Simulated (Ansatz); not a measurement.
Candidates compared on computed values. A storage capacitor needs a fixed capacitance, and at a given film thickness the permittivity sets the area; how thin a film may be depends on its barriers, which grow with the gap.

The reference row is sapphire. Film 5 nm, capacitance 5 fF, 0.5 V across it, a pillar 20 nm in diameter (0.0628 μm around).

Where the numbers come from (Ansatz, a plane-wave PAW program): ε₀: LDA, linear response, mean over directions (which differ by under 30 %); gap: HSE06, on its own or a semilocal cell; the largest Born charge: LDA, a third of the trace, mean by element. The HSE06 gaps are on its own cell throughout.

Model phases, started by placing the elements on a structure type or from a typed cell, with no claim that they are known: 6H-GaN. Runs started from generated or typed cells of the structure named: AlN; sapphire (for some of its values). Over 15 meV/atom above the lowest phase of their formula at hand: AlN (24 meV/atom, r²SCAN). Spin–orbit coupling is left out unless named; no shift is given for 6H-GaN.

The figures follow from the printed values by these rules: C/A = 8.854 ε₀/t; height = C/(C/A)/perimeter; equivalent oxide thickness = 3.9 t/ε₀; charge = (C/A) × V, with 1 fF·V/μm² = 0.1 μC/cm².

| crystal | ε₀ (static) | E_g (eV) | largest Born charge (e) | capacitance (fF/μm²) | pillar height (μm) | EOT (nm) | charge (μC/cm²) |
|---|---|---|---|---|---|---|---|
| AlN (zinc blende) | 8.37 | 4.56 | – | 14.82 | 5.4 | 2.33 | 0.74 |
| 6H-GaN | 10.1 | 3.06 | 2.6 | 17.89 | 4.5 | 1.93 | 0.89 |
| sapphire (α-Al2O3), reference | 10.0 | 8.16 | 3.0 | 17.71 | 4.5 | 1.95 | 0.89 |
| LiF (rock salt) | 8.22 | 11.52 | 1.0 | 21.11 | 3.8 | 2.37 | 1.1 |

Task: In one row the value of «capacitance (fF/μm²)» was worked out wrongly and carried along the row. Which row, and what follows once it is corrected?

Result: The row of LiF shows 21.11. From its own inputs, C/A = 8.854 × 8.22/5 = 14.56 fF/μm². Carried on: pillar height: 5/14.56/0.0628 = 5.5 μm; charge: 0.1 × 14.56 × 0.5 = 0.73 μC/cm². The other rows agree with the rules.

With the correction: In order of pillar height, lowest first: 6H-GaN (4.5 ± 0.60) ≈ sapphire (4.5 ± 0.60) ≈ AlN (5.4 ± 0.72) ≈ LiF (5.5 ± 0.73). The ± follows from allowances picked for this note (ε₀ 12 %, 6 % for the model), carried to first order and added in quadrature; ≈ joins neighbours closer than their two ± added in quadrature. At the edge of that rule, so that a last digit could turn the call: sapphire and AlN; sapphire and LiF. 0 of the 3 others clearly beat the reference on this figure.

ε₀ near a polar instability depends steeply on volume, functional and temperature; interfacial dead layers lower it in films, and curvature is ignored. HSE06 gaps come from coarse meshes and special points. Where several phases of a formula are at hand, those over 0.1 eV/atom above the lowest were not drawn (by r²SCAN where it compared them, else by the largest value; a layered or molecular lowest phase counts only with a dispersion term); other phases could lie lower still. Crystals of Pb, Bi, Tl or Hg, those whose gap spin–orbit coupling moves by over 0.3 eV, and those of Te, I or Sb with no such test at hand were not drawn. Rows were sampled with a lean to familiar crystals, related or not, whatever their agreement with measurement; tables with many equal figures were not kept. Limits of the draw: gap over 2.8 eV, ε₀ of 8 to 250, no mode under 5 cm⁻¹; for ε, a gap over 0.5 eV at its level, values under 300, no layered crystals; no unfamiliar magnets, and cubic perovskites only if shown or known to be stable. As a rule kept out of such tables: 4f compounds, open-shell compounds run without a Hubbard term, cells found unstable in the tests at hand, cells close to a higher symmetry, and runs set to a pressure or over 12 % in volume from the crystal's fullest run. A dash marks a value that is not given here.
